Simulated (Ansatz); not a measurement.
## CaPb$_{3}$Se$_{4}$: input, output and frames of a trajectory

These are results of Ansatz, DFT PBEsol, scalar-relativistic, plane waves, PAW, not measurements. Settings: plane waves to 420 eV, k-mesh 2×2×2 (shifted by 0.5, 0.5, 0.5 steps), Fermi–Dirac smearing 0.22 eV. The mesh is coarse. Spin–orbit coupling is left out, which can shift energies with elements as heavy as these. No spin polarisation.

16 atoms, starting at 1.10 times the perfect crystal's volume (space group Cmmm, the cell as given, not relaxed at this level); Nosé–Hoover thermostat at 2600 K, fixed cell; 16 steps of 3 fs. The run is short and not equilibrated.

Self-consistency was reached.

Time: 93 s on 4 threads of Intel(R) Xeon(R) Platinum 8488C (Sapphire Rapids), with other jobs on the host, peak memory 1.9 GiB.

Command:
```bash
ansatz run input.yaml --threads 4 --pin off --max-ram 5120MiB --backend cpu --events-out ev --progress --plain --runs-dir out
```

Input:
```yaml
crystal:
  lattice:
    - [0.0, 0.0, 8.9398105178]
    - [-4.4814753951, -6.3289264927, 4.4699052589]
    - [4.4814753951, -6.3289264927, 4.4699052589]
  atoms:
    - { symbol: Ca, position: [0.0, 0.5, 0.5] }
    - { symbol: Ca, position: [0.5, 0.5, 0.5] }
    - { symbol: Pb, position: [0.0, 0.0, 0.5] }
    - { symbol: Pb, position: [0.5, 0.0, 0.5] }
    - { symbol: Pb, position: [0.5, 0.5, 0.0] }
    - { symbol: Pb, position: [0.0, 0.5, 0.0] }
    - { symbol: Pb, position: [0.0, 0.0, 0.0] }
    - { symbol: Pb, position: [0.5, 0.0, 0.0] }
    - { symbol: Se, position: [0.24524197, 0.25475803, 0.25475803] }
    - { symbol: Se, position: [0.74524197, 0.25475803, 0.25475803] }
    - { symbol: Se, position: [0.75475803, 0.74524197, 0.74524197] }
    - { symbol: Se, position: [0.25475803, 0.74524197, 0.74524197] }
    - { symbol: Se, position: [0.25, 0.25915239, 0.74084761] }
    - { symbol: Se, position: [0.75, 0.25915239, 0.74084761] }
    - { symbol: Se, position: [0.25, 0.74084761, 0.25915239] }
    - { symbol: Se, position: [0.75, 0.74084761, 0.25915239] }
basis:
  ecutwfc: 420
kpoints:
  mp_grid: { grid: [2, 2, 2], shift: [0.5, 0.5, 0.5] }
hamiltonian:
  xc: pbesol
scf:
  occupations: { method: fermi_dirac, width: 0.2241 }
  lower_state_search: "off"
  convergence: { dr2_threshold: 1.0e-07 }
output:
  forces: true
  stress: true
md:
  timestep: 3.0
  n_steps: 16
  ensemble: nvt_nose_hoover
  temperature: 2600.0
  initial_velocities: maxwell_boltzmann
  seed: 65267
```

Output (its end):
```
...
SCF converged after 7 iterations
Free energy (F): -117521.571987 eV
Harris-Foulkes:  -117521.571987 eV  (|F-HF|=1.55e-8)
Internal energy: -117521.339476 eV  (E = F + TS)
E sigma→0 (E₀):  -117521.455731 eV
Entropy (-TS):   -0.232511 eV (-14.532 meV/atom)
Fermi energy:    7.319878 eV
--- Per-component energies (eV) ---
  E_band       = -3950.053910
  E_kinetic    = 3218.804049
  E_local      = -29989.316344  (includes V_loc(G=0)·N_el)
  E_nonlocal   = -2502.076933
  E_hartree    = 13808.019753
  E_xc         = -2409.422645
  E_vxc        = -1916.704484  (∫ρ·V_xc dr)
  E_paw        = -78137.076983  (= ΣΔE_a)
  E_vpaw       = -376.792791  (= ΣTr[D̂ρ^β])
  E_aug_tail   = -0.004531  (compensation charges beyond the density's cutoff)
  E_ewald      = -21518.943734
  E_core_change = 8.677892  (= ΣΔE_core)
  E_smearing   = -0.232511  (= −TS)
  E_closure    = -0.000000  (closes the sum)
  Σ components = -117521.571987   (vs F -117521.571987, Δ=0.00e0)
--- Forces (eV/Å), atoms counted from 1 ---
  atom   1  Ca     1.13762503    -1.82180205    -0.29923673
  atom   2  Ca     0.44777558     0.31970505     0.11691484
  atom   3  Pb    -0.47061900    -0.70807406    -0.06494361
  atom   4  Pb    -0.28816463    -0.37492330    -0.25506584
  atom   5  Pb     0.57521772    -0.33866672    -0.00918144
  atom   6  Pb     0.43564069     0.49292926     0.19161484
  atom   7  Pb    -0.39707681    -0.18992640     0.16151788
  atom   8  Pb    -0.36283952     0.08959606     0.17794111
  atom   9  Se     0.12469514     3.04599014     0.05504753
  atom  10  Se     0.70204384    -0.39572140     0.63789994
  atom  11  Se     0.00759116    -0.82883010    -0.26989549
  atom  12  Se    -1.04747268     0.83492697    -0.90850398
  atom  13  Se     0.68381285    -0.07502744     0.98956255
  atom  14  Se     0.19443349     0.56009589    -0.67769160
  atom  15  Se    -1.01167415    -0.05527173     1.50216840
  atom  16  Se    -0.73098099    -0.55520332    -1.34816725
  max |Σ_I F_I| component: 2.03e-4 eV/Å
--- Stress (GPa, compression-positive) ---
       -3.042271       0.429244       0.537960
        0.429244      -1.119496       0.188489
        0.537960       0.188490      -3.279180
  P = ⅓ Tr σ = -2.4803 GPa (-24.803 kbar)
--- MD trajectory: 16 steps, t = 0.0 → 48.0 fs ---
  final state: T = 1331.8 K   F+E_penalty+E_count = -117521.57198668 eV   E_kin = 2.582164 eV
  conserved energy: peak-to-peak 3.087e-3 eV (1.930e-4 eV/atom) over 48.0 fs
```

Frames along the run (Å, eV/Å; dE is the potential energy from the first frame):

```xyz
16
Lattice="0.000 0.000 8.940 -4.481 -6.329 4.470 4.481 -6.329 4.470" Properties=species:S:1:pos:R:3:forces:R:3 pbc="T T T" time_fs=0.00 dE_eV=0.0000 T_K=2600
Ca    0.000   -6.329    4.470    0.000    0.000    0.000
Ca    0.000   -6.329    8.940    0.000    0.000    0.000
Pb    2.241   -3.164    2.235    0.000    0.000    0.000
Pb    2.241   -3.164    6.705    0.000    0.000    0.000
Pb   -2.241   -3.164    6.705    0.000    0.000    0.000
Pb   -2.241   -3.164    2.235    0.000    0.000    0.000
Pb    0.000    0.000    0.000    0.000    0.000    0.000
Pb    0.000    0.000    4.470    0.000    0.000    0.000
Se    0.000   -3.225    4.470    0.000    0.061    0.010
Se    0.000   -3.225    8.940    0.000    0.061    0.010
Se    0.000   -9.433   13.410    0.000   -0.061   -0.010
Se    0.000   -9.433    8.940    0.000   -0.061   -0.010
Se    2.159   -6.329    6.705    0.087    0.000    0.000
Se    2.159   -6.329   11.175    0.087    0.000    0.000
Se   -2.159   -6.329    6.705   -0.087    0.000    0.000
Se   -2.159   -6.329   11.175   -0.087    0.000    0.000
16
Lattice="0.000 0.000 8.940 -4.481 -6.329 4.470 4.481 -6.329 4.470" Properties=species:S:1:pos:R:3:forces:R:3 pbc="T T T" time_fs=3.00 dE_eV=0.0187 T_K=2590
Ca   -0.031   -6.320    4.474    0.077   -0.023   -0.009
Ca   -0.009   -6.358    8.926    0.039    0.041    0.018
Pb    2.245   -3.145    2.238   -0.022   -0.036   -0.006
Pb    2.248   -3.154    6.715   -0.031   -0.046   -0.022
Pb   -2.234   -3.159    6.701    0.020    0.023   -0.009
Pb   -2.243   -3.171    2.229    0.030    0.036    0.010
Pb   -0.002   -0.005   -0.005   -0.041   -0.014    0.003
Pb   -0.006    0.012    4.474   -0.048   -0.003    0.003
Se    0.009   -3.276    4.464   -0.023    0.204    0.029
Se   -0.015   -3.216    8.932    0.051    0.016    0.056
Se   -0.005   -9.424   13.420    0.000   -0.142   -0.026
Se    0.018   -9.456    8.966   -0.064   -0.002   -0.074
Se    2.135   -6.342    6.682    0.148    0.014    0.091
Se    2.163   -6.347   11.178    0.103    0.017   -0.056
Se   -2.151   -6.332    6.688   -0.119   -0.043    0.077
Se   -2.155   -6.324   11.193   -0.121   -0.040   -0.086
16
Lattice="0.000 0.000 8.940 -4.481 -6.329 4.470 4.481 -6.329 4.470" Properties=species:S:1:pos:R:3:forces:R:3 pbc="T T T" time_fs=9.00 dE_eV=0.1376 T_K=2529
Ca   -0.093   -6.303    4.481    0.244   -0.133   -0.029
Ca   -0.028   -6.414    8.899    0.116    0.110    0.048
Pb    2.254   -3.106    2.243   -0.068   -0.101   -0.024
Pb    2.263   -3.134    6.734   -0.085   -0.130   -0.062
Pb   -2.221   -3.148    6.693    0.068    0.058   -0.021
Pb   -2.247   -3.183    2.216    0.089    0.109    0.032
Pb   -0.006   -0.014   -0.016   -0.120   -0.045    0.012
Pb   -0.017    0.035    4.481   -0.141    0.018    0.021
Se    0.026   -3.378    4.454   -0.065    0.515    0.063
Se   -0.045   -3.199    8.917    0.154   -0.064    0.148
Se   -0.016   -9.405   13.440   -0.002   -0.294   -0.058
Se    0.054   -9.502    9.019   -0.195    0.122   -0.203
Se    2.089   -6.367    6.635    0.258    0.032    0.263
Se    2.171   -6.382   11.183    0.140    0.048   -0.171
Se   -2.137   -6.337    6.655   -0.198   -0.123    0.246
Se   -2.149   -6.315   11.228   -0.195   -0.123   -0.266
16
Lattice="0.000 0.000 8.940 -4.481 -6.329 4.470 4.481 -6.329 4.470" Properties=species:S:1:pos:R:3:forces:R:3 pbc="T T T" time_fs=12.00 dE_eV=0.2374 T_K=2478
Ca   -0.123   -6.295    4.485    0.333   -0.226   -0.041
Ca   -0.037   -6.442    8.885    0.152    0.139    0.059
Pb    2.259   -3.086    2.245   -0.092   -0.130   -0.034
Pb    2.270   -3.124    6.744   -0.109   -0.167   -0.079
Pb   -2.214   -3.142    6.690    0.096    0.067   -0.025
Pb   -2.249   -3.190    2.209    0.118    0.145    0.043
Pb   -0.008   -0.019   -0.022   -0.157   -0.060    0.018
Pb   -0.023    0.047    4.484   -0.183    0.036    0.034
Se    0.035   -3.428    4.448   -0.081    0.694    0.076
Se   -0.059   -3.190    8.910    0.205   -0.099    0.193
Se   -0.021   -9.397   13.450   -0.004   -0.364   -0.075
Se    0.072   -9.524    9.045   -0.262    0.187   -0.267
Se    2.066   -6.380    6.613    0.307    0.037    0.344
Se    2.175   -6.400   11.185    0.159    0.064   -0.227
Se   -2.131   -6.340    6.639   -0.246   -0.157    0.339
Se   -2.146   -6.310   11.245   -0.235   -0.165   -0.360
16
Lattice="0.000 0.000 8.940 -4.481 -6.329 4.470 4.481 -6.329 4.470" Properties=species:S:1:pos:R:3:forces:R:3 pbc="T T T" time_fs=15.00 dE_eV=0.3635 T_K=2413
Ca   -0.153   -6.287    4.489    0.424   -0.347   -0.054
Ca   -0.045   -6.470    8.872    0.187    0.164    0.069
Pb    2.263   -3.067    2.248   -0.116   -0.160   -0.045
Pb    2.277   -3.114    6.753   -0.131   -0.200   -0.094
Pb   -2.207   -3.136    6.686    0.127    0.071   -0.026
Pb   -2.251   -3.196    2.203    0.147    0.182    0.054
Pb   -0.011   -0.024   -0.027   -0.192   -0.076    0.026
Pb   -0.028    0.059    4.488   -0.223    0.057    0.049
Se    0.044   -3.477    4.443   -0.092    0.894    0.087
Se   -0.073   -3.182    8.903    0.256   -0.132    0.238
Se   -0.026   -9.388   13.460   -0.007   -0.429   -0.092
Se    0.090   -9.547    9.071   -0.331    0.251   -0.332
Se    2.043   -6.392    6.590    0.353    0.038    0.420
Se    2.180   -6.418   11.187    0.178    0.081   -0.282
Se   -2.124   -6.343    6.623   -0.301   -0.188    0.438
Se   -2.143   -6.306   11.262   -0.278   -0.207   -0.455
16
Lattice="0.000 0.000 8.940 -4.481 -6.329 4.470 4.481 -6.329 4.470" Properties=species:S:1:pos:R:3:forces:R:3 pbc="T T T" time_fs=21.00 dE_eV=0.6900 T_K=2247
Ca   -0.209   -6.275    4.496    0.607   -0.670   -0.088
Ca   -0.061   -6.525    8.846    0.254    0.208    0.085
Pb    2.272   -3.028    2.253   -0.168   -0.221   -0.068
Pb    2.291   -3.095    6.772   -0.168   -0.256   -0.120
Pb   -2.194   -3.125    6.678    0.195    0.059   -0.024
Pb   -2.255   -3.208    2.190    0.203    0.252    0.076
Pb   -0.015   -0.033   -0.038   -0.254   -0.108    0.044
Pb   -0.040    0.082    4.496   -0.290    0.097    0.082
Se    0.060   -3.573    4.433   -0.091    1.360    0.099
Se   -0.101   -3.166    8.889    0.355   -0.191    0.325
Se   -0.037   -9.373   13.480   -0.014   -0.543   -0.126
Se    0.123   -9.590    9.121   -0.473    0.380   -0.460
Se    1.999   -6.418    6.547    0.434    0.032    0.560
Se    2.190   -6.453   11.191    0.212    0.125   -0.386
Se   -2.112   -6.349    6.593   -0.430   -0.234    0.652
Se   -2.139   -6.298   11.294   -0.372   -0.288   -0.651
16
Lattice="0.000 0.000 8.940 -4.481 -6.329 4.470 4.481 -6.329 4.470" Properties=species:S:1:pos:R:3:forces:R:3 pbc="T T T" time_fs=24.00 dE_eV=0.8860 T_K=2147
Ca   -0.235   -6.270    4.499    0.694   -0.866   -0.108
Ca   -0.068   -6.551    8.833    0.285    0.226    0.090
Pb    2.276   -3.009    2.256   -0.195   -0.254   -0.079
Pb    2.298   -3.085    6.782   -0.184   -0.279   -0.131
Pb   -2.187   -3.119    6.674    0.233    0.043   -0.020
Pb   -2.257   -3.214    2.184    0.231    0.285    0.087
Pb   -0.018   -0.038   -0.043   -0.282   -0.123    0.055
Pb   -0.047    0.094    4.499   -0.317    0.113    0.098
Se    0.069   -3.619    4.428   -0.077    1.622    0.099
Se   -0.115   -3.158    8.883    0.402   -0.219    0.366
Se   -0.042   -9.366   13.490   -0.017   -0.593   -0.142
Se    0.140   -9.612    9.146   -0.544    0.442   -0.522
Se    1.978   -6.430    6.526    0.470    0.026    0.623
Se    2.195   -6.470   11.192    0.225    0.152   -0.434
Se   -2.107   -6.353    6.578   -0.502   -0.248    0.765
Se   -2.138   -6.295   11.309   -0.421   -0.328   -0.748
16
Lattice="0.000 0.000 8.940 -4.481 -6.329 4.470 4.481 -6.329 4.470" Properties=species:S:1:pos:R:3:forces:R:3 pbc="T T T" time_fs=27.00 dE_eV=1.0992 T_K=2040
Ca   -0.260   -6.268    4.502    0.775   -1.076   -0.130
Ca   -0.075   -6.577    8.820    0.313    0.243    0.095
Pb    2.280   -2.990    2.258   -0.224   -0.290   -0.088
Pb    2.305   -3.075    6.791   -0.198   -0.298   -0.142
Pb   -2.180   -3.113    6.670    0.272    0.020   -0.015
Pb   -2.258   -3.220    2.178    0.258    0.317    0.098
Pb   -0.020   -0.043   -0.048   -0.306   -0.137    0.066
Pb   -0.053    0.106    4.503   -0.340    0.126    0.114
Se    0.077   -3.663    4.424   -0.054    1.895    0.096
Se   -0.128   -3.150    8.878    0.448   -0.245    0.407
Se   -0.048   -9.360   13.499   -0.019   -0.636   -0.158
Se    0.155   -9.633    9.169   -0.615    0.502   -0.583
Se    1.957   -6.443    6.506    0.502    0.017    0.682
Se    2.200   -6.487   11.192    0.235    0.184   -0.478
Se   -2.102   -6.357    6.565   -0.579   -0.256    0.881
Se   -2.137   -6.292   11.324   -0.470   -0.366   -0.845
16
Lattice="0.000 0.000 8.940 -4.481 -6.329 4.470 4.481 -6.329 4.470" Properties=species:S:1:pos:R:3:forces:R:3 pbc="T T T" time_fs=33.00 dE_eV=1.5549 T_K=1812
Ca   -0.304   -6.270    4.507    0.916   -1.490   -0.178
Ca   -0.086   -6.628    8.795    0.364    0.272    0.101
Pb    2.288   -2.952    2.263   -0.285   -0.376   -0.100
Pb    2.319   -3.057    6.810   -0.223   -0.328   -0.166
Pb   -2.166   -3.101    6.662    0.356   -0.047   -0.005
Pb   -2.261   -3.231    2.165    0.310    0.377    0.121
Pb   -0.026   -0.053   -0.059   -0.346   -0.162    0.091
Pb   -0.066    0.130    4.511   -0.370    0.138    0.143
Se    0.093   -3.744    4.414    0.014    2.429    0.083
Se   -0.152   -3.136    8.867    0.534   -0.293    0.483
Se   -0.058   -9.350   13.517   -0.021   -0.709   -0.191
Se    0.184   -9.673    9.215   -0.755    0.615   -0.697
Se    1.917   -6.468    6.469    0.561   -0.006    0.788
Se    2.212   -6.521   11.192    0.244    0.263   -0.556
Se   -2.095   -6.366    6.542   -0.734   -0.250    1.110
Se   -2.136   -6.287   11.349   -0.566   -0.436   -1.028
16
Lattice="0.000 0.000 8.940 -4.481 -6.329 4.470 4.481 -6.329 4.470" Properties=species:S:1:pos:R:3:forces:R:3 pbc="T T T" time_fs=36.00 dE_eV=1.7838 T_K=1698
Ca   -0.323   -6.276    4.509    0.974   -1.664   -0.203
Ca   -0.090   -6.653    8.783    0.385    0.284    0.104
Pb    2.292   -2.933    2.265   -0.319   -0.426   -0.101
Pb    2.326   -3.048    6.819   -0.235   -0.340   -0.179
Pb   -2.158   -3.095    6.658    0.400   -0.091   -0.001
Pb   -2.263   -3.236    2.159    0.336    0.404    0.134
Pb   -0.029   -0.058   -0.064   -0.362   -0.172    0.105
Pb   -0.073    0.142    4.515   -0.377    0.137    0.154
Se    0.101   -3.781    4.410    0.053    2.662    0.074
Se   -0.163   -3.129    8.863    0.574   -0.316    0.519
Se   -0.064   -9.346   13.526   -0.020   -0.738   -0.207
Se    0.198   -9.692    9.237   -0.821    0.667   -0.749
Se    1.898   -6.480    6.451    0.588   -0.019    0.835
Se    2.218   -6.537   11.191    0.243    0.311   -0.590
Se   -2.092   -6.371    6.532   -0.808   -0.234    1.216
Se   -2.137   -6.285   11.360   -0.611   -0.467   -1.112
16
Lattice="0.000 0.000 8.940 -4.481 -6.329 4.470 4.481 -6.329 4.470" Properties=species:S:1:pos:R:3:forces:R:3 pbc="T T T" time_fs=39.00 dE_eV=2.0036 T_K=1590
Ca   -0.341   -6.285    4.511    1.026   -1.796   -0.229
Ca   -0.094   -6.676    8.771    0.405    0.295    0.106
Pb    2.296   -2.915    2.268   -0.354   -0.484   -0.098
Pb    2.332   -3.038    6.828   -0.247   -0.349   -0.194
Pb   -2.150   -3.090    6.655    0.444   -0.142    0.002
Pb   -2.264   -3.241    2.153    0.361    0.429    0.147
Pb   -0.032   -0.063   -0.070   -0.375   -0.180    0.118
Pb   -0.079    0.154    4.519   -0.380    0.132    0.164
Se    0.110   -3.815    4.405    0.087    2.851    0.065
Se   -0.174   -3.122    8.859    0.610   -0.337    0.553
Se   -0.069   -9.343   13.535   -0.017   -0.764   -0.223
Se    0.210   -9.710    9.258   -0.885    0.715   -0.796
Se    1.880   -6.493    6.434    0.613   -0.033    0.878
Se    2.225   -6.553   11.189    0.237    0.365   -0.618
Se   -2.091   -6.376    6.523   -0.875   -0.207    1.312
Se   -2.138   -6.284   11.370   -0.651   -0.495   -1.187
16
Lattice="0.000 0.000 8.940 -4.481 -6.329 4.470 4.481 -6.329 4.470" Properties=species:S:1:pos:R:3:forces:R:3 pbc="T T T" time_fs=45.00 dE_eV=2.3889 T_K=1405
Ca   -0.368   -6.316    4.512    1.108   -1.881   -0.278
Ca   -0.098   -6.722    8.748    0.436    0.313    0.113
Pb    2.303   -2.878    2.272   -0.430   -0.624   -0.080
Pb    2.345   -3.021    6.846   -0.273   -0.366   -0.232
Pb   -2.135   -3.078    6.647    0.533   -0.266   -0.002
Pb   -2.266   -3.251    2.141    0.411    0.474    0.176
Pb   -0.039   -0.074   -0.080   -0.392   -0.189    0.147
Pb   -0.094    0.179    4.527   -0.373    0.108    0.176
Se    0.126   -3.874    4.397    0.127    3.048    0.055
Se   -0.193   -3.111    8.854    0.675   -0.377    0.612
Se   -0.080   -9.339   13.552   -0.003   -0.808   -0.254
Se    0.232   -9.745    9.298   -0.999    0.799   -0.877
Se    1.845   -6.518    6.403    0.661   -0.062    0.956
Se    2.239   -6.584   11.183    0.213    0.490   -0.663
Se   -2.090   -6.387    6.510   -0.980   -0.118    1.459
Se   -2.143   -6.283   11.386   -0.712   -0.539   -1.307
16
Lattice="0.000 0.000 8.940 -4.481 -6.329 4.470 4.481 -6.329 4.470" Properties=species:S:1:pos:R:3:forces:R:3 pbc="T T T" time_fs=48.00 dE_eV=2.5454 T_K=1332
Ca   -0.379   -6.338    4.512    1.138   -1.822   -0.299
Ca   -0.099   -6.745    8.737    0.448    0.320    0.117
Pb    2.306   -2.860    2.275   -0.471   -0.708   -0.065
Pb    2.352   -3.012    6.855   -0.288   -0.375   -0.255
Pb   -2.126   -3.073    6.643    0.575   -0.339   -0.009
Pb   -2.266   -3.256    2.135    0.436    0.493    0.192
Pb   -0.043   -0.079   -0.085   -0.397   -0.190    0.162
Pb   -0.101    0.191    4.531   -0.363    0.090    0.178
Se    0.135   -3.898    4.392    0.125    3.046    0.055
Se   -0.202   -3.105    8.852    0.702   -0.396    0.638
Se   -0.086   -9.339   13.560    0.008   -0.829   -0.270
Se    0.241   -9.761    9.316   -1.047    0.835   -0.909
Se    1.828   -6.531    6.390    0.684   -0.075    0.990
Se    2.246   -6.599   11.179    0.194    0.560   -0.678
Se   -2.092   -6.393    6.506   -1.012   -0.055    1.502
Se   -2.146   -6.283   11.392   -0.731   -0.555   -1.348
```